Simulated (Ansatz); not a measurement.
# SrB6: pressure against volume

A database entry relaxed whole under r2SCAN (Pm-3m):

```
Sr B
1.0
     4.18787    0.00000    0.00000
     0.00000    4.18787    0.00000
     0.00000    0.00000    4.18787
Sr B
1 6
Direct
  0.00000 0.00000 0.00000
  0.50000 0.50000 0.20337
  0.50000 0.50000 0.79663
  0.20337 0.50000 0.50000
  0.79663 0.50000 0.50000
  0.50000 0.20337 0.50000
  0.50000 0.79663 0.50000
```

The cell was scaled uniformly, its shape held, and the atoms relaxed at each volume with plane-wave PAW DFT (Ansatz 0.2.0; r2SCAN, 500 eV, 8×8×8 Γ-centred mesh, fermi-dirac occupations of width 0.020 eV; no spin, no spin-orbit coupling). One row is withheld.

```csv
volume (Å³/atom),energy over the lowest (meV/atom),pressure (GPa)
9.863,20.1,10.68
10.073,8.7,6.79
10.283,2.1,3.26
10.493,0.0,0.06
10.702,1.8,-2.84
10.912,?,?
11.122,16.1,-7.92
```

Problem. Fit the pressures of the other rows to the third-order Birch-Murnaghan form.

Solution. With f = [(V₀/V)^(2/3) − 1]/2 and P = 3B₀f(1 + 2f)^(5/2)[1 + 3(B₀′ − 4)f/2], least squares gives V₀ = 10.50 Å³ an atom, B₀ = 152 GPa and B₀′ = 3.7; the rows miss the fit by 0.02 GPa. The slope of the energies differs from these pressures by less than 0.05 GPa.

Problem. What does the withheld row hold?

Solution. The fit gives -5.50 GPa at 10.912 Å³; the run gave -5.49 GPa and 7.3 meV an atom.

Caveats: the shape of the cell was held; 0 K, fixed nuclei; the symmetry was kept, and this need not be the phase that is stable at 0 K; one mesh for all volumes; pressure is positive in compression.
